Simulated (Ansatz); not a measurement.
## From the elastic tensor of SnAs to moduli and sound speeds

Theory: DFT LDA, scalar-relativistic, plane waves, PAW (Ansatz). Cutoff 420 eV, 12×12×12 k-points (Γ-centred), Fermi-Dirac smearing of 0.15 eV. No spin polarisation.

The structure is cubic, space group Fm-3m (No. 225). Conventional cell: a = 5.672 Å, b = 5.672 Å, c = 5.672 Å, α = 90.00°, β = 90.00°, γ = 90.00°. Around Sn (site symmetry m-3m) lie 6 As at 2.84 Å. As (site symmetry m-3m) is surrounded by 6 Sn at 2.84 Å.

In a metal, frequencies and elastic constants depend on the k mesh and the smearing, soft modes and shear constants most.

Relaxed-ion constants (GPa, on the Cartesian axes of the calculation):
```
171.0  29.1  29.1   0.0   0.0   0.0
 29.1 171.0  29.1   0.0   0.0   0.0
 29.1  29.1 171.0   0.0   0.0   0.0
  0.0   0.0   0.0  30.6   0.0   0.0
  0.0   0.0   0.0   0.0  30.6   0.0
  0.0   0.0   0.0   0.0   0.0  30.6
```

Density 7.049 g/cm³; 2 atoms in 45.62 Å³.

The values that follow are for a polycrystal of randomly turned grains, by Hill's mean where one number stands.

- Bulk modulus, Voigt / Reuss / Hill: 76.4 / 76.4 / 76.4 GPa
- Shear modulus, Voigt / Reuss / Hill: 46.7 / 39.6 / 43.2 GPa
- Young's modulus: 109 GPa
- Poisson ratio: 0.262
- Pugh ratio B/G: 1.77 (over 1.75, the rule of thumb for ductile)
- Universal anisotropy index: 0.90
- Longitudinal and transverse sound speeds: 4360 and 2475 m/s
- Debye temperature from the mean sound speed: 289 K

Cost: 1 run of about 1.7 core-minutes, on AMD EPYC (Zen 3) (shared hosts).